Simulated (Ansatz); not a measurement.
YPt₃:
```
YPt3
1.0
    4.06192     0.00000     0.00000
    0.00000     4.06192     0.00000
    0.00000     0.00000     4.06192
Pt Y
3 1
Cartesian
  0.00000   2.03096   2.03096
  2.03096   0.00000   2.03096
  2.03096   2.03096   0.00000
  0.00000   0.00000   0.00000
```

Relaxed with PBEsol. Special points in fractions of this cell's reciprocal vectors: Γ (0.000, 0.000, 0.000); X (0.000, 0.500, 0.000); M (0.500, 0.500, 0.000); R (0.500, 0.500, 0.500).

Question: List the band energies nearest the Fermi level at these points for PBEsol (plane waves, PAW; program Ansatz).

Answer: In eV from the Fermi level; about four levels below and three above (degenerate sets whole), none deeper than 8.9 eV; points with the same levels are listed once.

```tsv
k	below	above
Γ	-2.62 -2.62 -2.62 -0.98 -0.98 -0.07	0.40 0.40 0.40
X	-1.90 -1.81 -1.81 -0.77	0.41 2.29 2.29
M	-2.16 -2.16 -1.64 -1.49 -1.07	1.86 1.86 3.29 3.29
R	-0.28 -0.01 -0.01 -0.01	1.35 1.35 1.35
```

Space group Pm-3m (Cu3Au type). The workflow started from an entry of the Crystallography Open Database (COD). Whether it is the stable phase at ambient conditions was not checked. The PBEsol relaxation kept the symmetry of its start; of distortions, only those at the zone centre were tested. The run is not spin-polarised. Spin–orbit coupling is left out wherever it is not named.

Potentials: the later of the program's two PAW sets.
